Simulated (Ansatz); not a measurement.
**Levels of theory for Ga4P3N (ordering on zincblende)**

All numbers come from Ansatz. (Calculated; non-magnetic; the phase may be known or hypothetical.)

An ordered 8-atom cell of Ga4P3N on the zincblende lattice (Pmm2), relaxed with r2SCAN. Space group Pmm2 (No. 25), orthorhombic; a = 3.694 Å, b = 7.431 Å, c = 5.164 Å in the conventional setting, 17.72 Å³ an atom. Around N lie 4 Ga at 1.99–2.11 Å; around Ga lie 2 N at 2.11 Å and 2 P at 2.34 Å; around P lie 4 Ga at 2.31–2.34 Å; around Ga lie 1 N at 1.99 Å and 3 P at 2.33–2.40 Å; around P lie 4 Ga at 2.32–2.40 Å; around Ga lie 4 P at 2.31–2.32 Å.

```
CELL_PARAMETERS angstrom
3.69415 0.00000 0.00000
0.00000 7.43097 0.00000
0.00000 0.00000 5.16434
ATOMIC_POSITIONS crystal
N 0.00000 0.00000 0.00529
Ga 0.50000 0.00000 0.80618
P 0.50000 0.76698 0.50126
Ga 0.00000 0.78193 0.22816
P 0.00000 0.50000 0.00027
Ga 0.50000 0.50000 0.72943
P 0.50000 0.23302 0.50126
Ga 0.00000 0.21807 0.22816
```

Relaxed lattice by functional, symmetry kept:
```csv
functional,k mesh,a (Å),b (Å),c (Å),volume (Å³/atom)
PBE,6×4×6,3.731,7.503,5.226,18.28
r2SCAN,6×4×4,3.694,7.431,5.164,17.72
```

Band edges at fixed r2SCAN geometry:

| level | k mesh | gap (eV) | kind | edges | least direct gap (eV) |
| --- | --- | --- | --- | --- | --- |
| PBE | 8×4×6 | 0 | – | – | – |
| PBE+SOC | 8×4×6 | 0 | – | – | – |
| r2SCAN | 8×4×6 | 0.27 | indirect | Y → Γ | 0.34 |
| HSE06 | 4×2×4 | 0.71 | indirect | Y → Γ | 0.79 |

All runs use a smearing of 0.02 eV.
Wave cutoffs: 420 eV, 500 eV (r2SCAN).

The HSE06 gap is indirect, 0.71 eV (Y to Γ), below the direct gap of 0.79 eV at Γ. With PBE+SOC the valence top at Y and the conduction bottom at Γ reach the same energy, so the least gap is zero; the least direct gap is 0.06 eV.

The levels disagree on the kind of gap: indirect with r2SCAN, HSE06; zero gap with PBE, PBE+SOC.

Only the levels marked +SOC include spin-orbit coupling.

Gaps or overlaps of about a tenth of an eV are at the limit of these meshes: between the points read a gap can be smaller or closed.

The meshes of the hybrids are coarse, so their gaps aren't converged to the digits shown.
